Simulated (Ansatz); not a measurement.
Cell and atoms are relaxed with the symmetry kept. Start:

```xyz
2
Lattice="3.9882 0.0000 0.0000 0.0000 3.9882 0.0000 0.0000 0.0000 3.9882" Properties=species:S:1:pos:R:3 pbc="T T T"
Tl    0.0000    0.0000    0.0000
Bi    1.9941    1.9941    1.9941
```

These are results of DFT PBEsol, scalar-relativistic, plane waves, PAW (Ansatz 0.2.0), not measurements.

Cutoff 420 eV; k points 10×10×10 on the computed 2-atom cell (Γ-centred); Gaussian smearing, width 0.10 eV; no spin polarisation.

Task: What does it relax to?

Result: The volume falls by 2.30 Å³/atom to 29.42 Å³/atom, and the energy falls by 20.8 meV/atom. Final structure:
```
CELL_PARAMETERS angstrom
3.88926 0.00000 0.00000
0.00000 3.88926 0.00000
0.00000 0.00000 3.88926
ATOMIC_POSITIONS crystal
Tl 0.00000 0.00000 0.00000
Bi 0.50000 0.50000 0.50000
```

Spin–orbit coupling is left out, which can shift energies with elements as heavy as these.

Cost: 1 run of about 0.33 core-minutes, on Intel Xeon Platinum 8259CL (Skylake/Cascade Lake) (shared hosts).